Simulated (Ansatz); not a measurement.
AlSiCN:
```
AlSiCN
1.0
    3.07175     0.00000     0.00000
   -1.53588     2.66022     0.00000
    0.00000     0.00000     4.99104
Al Si C N
1 1 1 1
Direct
  0.33333   0.66667   0.50710
  0.66667   0.33333   0.99744
  0.33333   0.66667   0.10855
  0.66667   0.33333   0.63690
```

Relaxed with LDA. Special points in fractions of this cell's reciprocal vectors: Γ (0.000, 0.000, 0.000); M (0.500, 0.000, 0.000); K (0.333, 0.333, 0.000); A (0.000, 0.000, 0.500); L (0.500, 0.000, 0.500); H (0.333, 0.333, 0.500).

**Question.** List the band energies nearest the valence-band maximum at these points for LDA (plane waves, PAW; program Ansatz).

**Answer.** In eV from the valence-band maximum; about four levels below and three above (degenerate sets whole), none deeper than 8.9 eV; points with the same levels are listed once.

```json
[
 {"k": "Γ", "below": "-1.91 -1.91 -0.39 0.00 0.00", "above": "4.31 6.38 7.90 7.90"},
 {"k": "M", "below": "-4.95 -3.23 -2.25 -1.17", "above": "3.70 4.69 7.46"},
 {"k": "K", "below": "-4.74 -4.43 -3.49 -2.22", "above": "3.27 7.92 7.94"},
 {"k": "A", "below": "-1.80 -1.80 -0.15 -0.15", "above": "6.03 6.96 7.81 7.81"},
 {"k": "L", "below": "-3.09 -2.88 -1.76 -1.15", "above": "3.49 4.24 6.43"},
 {"k": "H", "below": "-5.63 -4.73 -2.56 -0.47", "above": "5.07 5.83 7.06"}
]
```

Space group P3m1. The workflow started from a Materials Project entry (that database holds measured and hypothetical structures alike); the Crystallography Open Database copy checked does not list it. Whether it is the stable phase at ambient conditions was not checked. The cell was relaxed with LDA under the symmetry of its start; its stability against distortions is not shown here.

Potentials: the later of the program's two PAW sets.
